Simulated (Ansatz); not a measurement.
A geometry of ZnInGaO$_{4}$ away from equilibrium: the start of the relaxation of a relaxed ZnInGaO4 cell with every coordinate shifted by Gaussian noise of σ = 0.2 Å. Calculation: r2SCAN (plane waves to 500 eV, PAW, scalar-relativistic; Ansatz, a quantum-chemistry and plane-wave program). Γ-centred k-mesh 8×8×8 on the run's cell (coarser than for final values), Fermi–Dirac smearing 0.05 eV.

```xyz
7
Lattice="1.6555 0.9558 8.5872 -1.6555 0.9558 8.5872 0.0000 -1.9116 8.5872" Properties=species:S:1:pos:R:3:forces:R:3 pbc="T T T" free_energy=-14997.199 pressure_GPa=40.9
In     0.1207     0.3688    25.6548   -2.1442   -1.2458   -1.8532
Ga    -0.4578     0.2063     5.3212    5.6820   -2.1751   18.6789
Zn    -0.0367     0.3399    20.2413    0.3335   -5.4735   -4.9356
O     -0.1310    -0.2116     3.9648    3.8394    1.6254  -17.9740
O      0.0304     0.1816    22.8070  -10.1460    6.2902    1.8923
O     -0.1921     0.1975     7.3728    1.0954    0.1143    1.1577
O     -0.0276     0.1563    18.1680    1.3400    0.8644    3.0341
```

Positions in Å, forces in eV/Å, free energy of the cell in eV (comparable only within this code, potentials and settings). Largest force: 19.64 eV/Å, on Ga2 (atoms numbered as listed); the geometry lies 1.10 eV/atom above the end of its relaxation.

No spin polarisation in the result.
